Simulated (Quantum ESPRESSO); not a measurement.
## Kohn-Sham bands of TiN (rock salt)

```yaml
crystal:
  lattice:
    - [0.00000, 2.12062, 2.12062]
    - [2.12062, 0.00000, 2.12062]
    - [2.12062, 2.12062, 0.00000]
  atoms:
    - { symbol: Ti, position: [0.00000, 0.00000, 0.00000] }
    - { symbol: N, position: [0.50000, 0.50000, 0.50000] }
```

Structure: Materials Project mp-492, symmetrised, not relaxed again. COD (Crystallography Open Database) has an entry of this formula and space group (matched by these alone). Method: PBEsol plane waves in Quantum ESPRESSO 7.5 (PseudoDojo norm-conserving files, 68 Ry, no spin polarisation, no spin-orbit coupling), Bloch states on a 12×12×12 mesh through Γ, Wannier90 4.0.1. Density: 12×12×12 mesh, cold smearing 0.01 Ry. A non-magnetic state is assumed, with no Hubbard U on the 3d ions.

Energies are relative to the Fermi level; weights are on the orthonormalised atomic waves of the pseudopotential files, averaged over the group. 17 electrons a cell are treated as valence.

| bands | from (eV) | to (eV) | filling | weight on atomic waves |
|---|---|---|---|---|
| 1 | -57.56 | -57.43 | filled | [?] |
| 2–4 | -34.32 | -33.66 | filled | [?] |
| 5 | -17.01 | -14.50 | filled | [?] |

Problem. Which atomic shells make up each group?

Solution. 
- 1, weight on atomic waves: Ti 3s 96 %
- 2–4, weight on atomic waves: Ti 3p 98 %
- 5, weight on atomic waves: N 2s 73 %, Ti 3d 12 %, Ti 4s 11 %

No gap over 0.05 eV opens at the Fermi level at this level of theory.
